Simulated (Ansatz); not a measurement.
SiC:
```
CELL_PARAMETERS angstrom
      3.07810     0.00000     0.00000
     -1.53905     2.66571     0.00000
      0.00000     0.00000    10.07620
ATOMIC_POSITIONS crystal
  Si 0.66667 0.33333 0.93783
  Si 0.33333 0.66667 0.43783
  Si 0.00000 0.00000 0.68791
  Si 0.00000 0.00000 0.18791
  C  0.66667 0.33333 0.74980
  C  0.33333 0.66667 0.24980
  C  0.00000 0.00000 0.50045
  C  0.00000 0.00000 0.00045
```

x, y and z are the axes in which the lattice vectors are written.

Q: Give the proper piezoelectric stress tensor with relaxed ions from PBEsol in the plane-wave PAW code Ansatz.

A: In C/m², rows x, y, z, Voigt columns; mesh uncertainty up to 0.01.
```
 0.00   0.00   0.00   0.00   0.05   0.00
 0.00   0.00   0.00   0.05   0.00   0.00
 0.11   0.11  -0.26   0.00   0.00   0.00
```

The elastic tensor of the same run (GPa):

|  | 1 | 2 | 3 | 4 | 5 | 6 |
|---|---|---|---|---|---|---|
| 1 | 497 | 114 | 58.7 | 0.0 | 0.0 | 0.0 |
| 2 | 114 | 497 | 58.7 | 0.0 | 0.0 | 0.0 |
| 3 | 58.7 | 58.7 | 545 | 0.0 | 0.0 | 0.0 |
| 4 | 0.0 | 0.0 | 0.0 | 157 | 0.0 | 0.0 |
| 5 | 0.0 | 0.0 | 0.0 | 0.0 | 157 | 0.0 |
| 6 | 0.0 | 0.0 | 0.0 | 0.0 | 0.0 | 191 |

Q: Convert to strain constants d = e·S.

A: In pC/N:
```
 0.0   0.0   0.0   0.0   0.3   0.0
 0.0   0.0   0.0   0.3   0.0   0.0
 0.2   0.2  -0.5   0.0   0.0   0.0
```

Space group P6_3mc (4H polytype). The PBEsol relaxation kept the symmetry of its start. Signs of piezoelectric constants follow the polarity of the cell as given.

Potentials: the earlier of the program's two PAW sets. The files were generated under PBE; for other functionals the program regenerates the frozen cores, and for LDA and PBEsol the local potential too.
